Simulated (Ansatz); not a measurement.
Task: Name crystals whose computed values (PBEsol in the plane-wave PAW code Ansatz) fall in these windows: highest Γ mode, no LO–TO term (cm⁻¹) 160 to 210; B₀ by P(V) fit (GPa) 200 to 270; Θ_D (K) 210 to 280.

Result: 

```csv
crystal,"highest Γ mode, no LO–TO term (cm⁻¹)",B₀ by P(V) fit (GPa),Θ_D (K)
"GaIr, CsCl type",179,244,253
"AgPt3, Cu3Au type",205,239,265
"SnPt3, Cu3Au type",176,229,258
```
Others may fit too.

Standing as an ambient phase not checked: GaIr, CsCl type; AgPt3, Cu3Au type; SnPt3, Cu3Au type. All cells were relaxed under the symmetry of their starts (and spin orders); stability against distortions was not tested throughout. Rows with no word on spin ran without spin polarisation. Scalar-relativistic: spin–orbit coupling is off unless named, which matters more the heavier the elements.

Potentials: the later of the program's two PAW sets.
